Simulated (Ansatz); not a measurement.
ZnSe:
```cif
data_Se4Zn4
_chemical_formula_sum 'Zn4 Se4'
_space_group_name_H-M_alt 'P42/mnm'
_space_group_IT_number 136
_space_group_name_Hall '-P 4n 2n'
_cell_length_a 6.85992
_cell_length_b 6.85992
_cell_length_c 4.00212
_cell_angle_alpha 90.000
_cell_angle_beta 90.000
_cell_angle_gamma 90.000
loop_
_atom_site_label
_atom_site_type_symbol
_atom_site_symmetry_multiplicity
_atom_site_Wyckoff_symbol
_atom_site_fract_x
_atom_site_fract_y
_atom_site_fract_z
_atom_site_occupancy
Zn1 Zn 4 g 0.17410 0.17410 0.50000 1
Se1 Se 4 f 0.31386 0.31386 0.00000 1
```

Relaxed with PBEsol.

Decompose the optical modes at the zone centre into irreducible representations, and say which are infrared and Raman allowed.

Point group 4/mmm: Γ_opt = 2A1g + 2A2g + A2u + 2B1g + 2B1u + 2B2g + 2Eg + 3Eu. Infrared: A2u, Eu. Raman: A1g, B1g, B2g, Eg.

Assign frequencies (DFPT, the program Ansatz at the PBEsol level (PAW); without the LO–TO term).

B1g 19, Eg 48, B1u 70, A2g 71, A1g 90, Eu 133, B1g 159, A2g 183, Eu 197, B2g 199, Eu 206, B2g 211, Eg 222, B1u 225, A2u 230, A1g 233 cm⁻¹.

Subscripts of B labels follow the axes of the standard setting.

Space group P4_2/mnm. The start of the workflow was typed in or built on a structure type; neither database checked (COD, Materials Project) lists it. It is not the phase usual at ambient conditions (space group No. 216). The cell was relaxed with PBEsol under the symmetry of its start; whether a distortion lowers the energy is not shown.

Potentials: the earlier of the program's two PAW sets. The files were generated under PBE; for other functionals the program regenerates the frozen cores, and for LDA and PBEsol the local potential too.
